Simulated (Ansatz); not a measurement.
# Zone-centre phonons of PtSe2 at 15 GPa: input and output

Computed with Ansatz 0.2.0, DFT PBE+D3(BJ), scalar-relativistic, plane waves, PAW.

Launched with:
```bash
ansatz run input.yaml --threads 1 --pin off --max-ram 3072MiB --backend cpu --events-out ev --progress --plain --runs-dir out
```

Input (bare energies are in eV):
```yaml
crystal:
  lattice:
    - [3.6873008439, 0.0, 0.0]
    - [-1.843650422, 3.1932962022, 0.0]
    - [0.0, 0.0, 4.3822568083]
  atoms:
    - { symbol: Pt, position: [0.0, 0.0, 0.0] }
    - { symbol: Se, position: [0.3333333333, 0.6666666667, 0.2865482907] }
    - { symbol: Se, position: [0.6666666667, 0.3333333333, 0.7134517093] }
basis:
  ecutwfc: 420
kpoints:
  mp_grid: { grid: [12, 12, 10] }
hamiltonian:
  xc: pbe
  dispersion: d3bj
scf:
  occupations: { method: fermi_dirac, width: 0.15 }
output:
  eigenvalues: true
phonons:
  method: dfpt
  eigenvectors: true
```

Results section of the output:
```
--- Phonons (Γ-DFPT): 4 representative perturbations + reference, on 398 of 1440 k-points (Σ response iterations 12) ---
  k mesh reduced under 2 symmetry operations, with k and −k counted as one. Each operation leaves every solved perturbation unchanged. A smaller set is not used because it would not reduce the number of displacements ...
  ASR residual: 1.120e-3 → 0.000e0 eV/Å²; symmetrization residual: 6.684e-5 eV/Å²
  pairwise dispersion correction: d3bj (s6 = 1.0, s8 = 0.7875, a1 = 0.4289, a2_bohr = 4.4407), with the weights of each atom's references fixed at the reference crystal's, and the forces and stress that the weights' published response gives ...
  ASR residual per site (eV/Å²): 1.12e-3 2.20e-4 2.20e-4
  Γ frequencies (cm⁻¹): 0.00 0.00 0.00 173.20 173.20 232.44 242.12 242.12 243.40
  non-analytic LO–TO correction: not included (Born effective charges unavailable; polar crystals: no LO–TO splitting at Γ)
```

The run took 3.1 min on 1 thread of Intel(R) Xeon(R) Platinum 8488C (Sapphire Rapids), with other jobs on the host, peak memory 2.1 GiB.

In a metal, frequencies and elastic constants depend on the k mesh and the smearing, soft modes and shear constants most. Spin–orbit coupling is left out, which matters for heavy elements. A semilocal functional can close a gap that the real compound has.